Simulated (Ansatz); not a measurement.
Nb₄NiSe₈ in space group P6_3/mmc (No. 194; Pearson symbol hP26), the program Ansatz at the r²SCAN level (PAW), all energies at zero smearing, with the estimated change up to a 700 eV cutoff added, with one set of potentials and settings (totals compare only within such a set). Cell of 26 atoms (8 Nb, 2 Ni, 16 Se): -135874.497 eV.

```json
[
 {"element": "Nb", "reference phase": "Im-3m, 1 atoms in the cell", "E (eV/atom)": "-4563.6321"},
 {"element": "Ni", "reference phase": "Fm-3m, 1 atoms in the cell, spin-polarised", "E (eV/atom)": "-5845.2912"},
 {"element": "Se", "reference phase": "P3_121, 3 atoms in the cell", "E (eV/atom)": "-5478.1269"}
]
```

Formation energy per atom, worked out: (-135874.497 − 8×(-4563.6321) − 2×(-5845.2912) − 16×(-5478.1269))/26 = -0.955 eV/atom (-92 kJ per mol of atoms), at 0 K, without zero-point energy or fitted corrections.

The workflow started from a Materials Project entry (that database holds measured and hypothetical structures alike); the Crystallography Open Database copy checked does not list it. Its standing as an ambient phase is unchecked. The cell was relaxed with r²SCAN under the symmetry of its start; whether a distortion lowers the energy is not shown. Spin order of the final state: ferromagnetic, the only order run, not a proven ground state. Other orbital occupations within this spin state were not tried. No Hubbard U is applied. The references are the lowest solids computed at this level, not always the standard phases.

Potentials: the later of the program's two PAW sets.
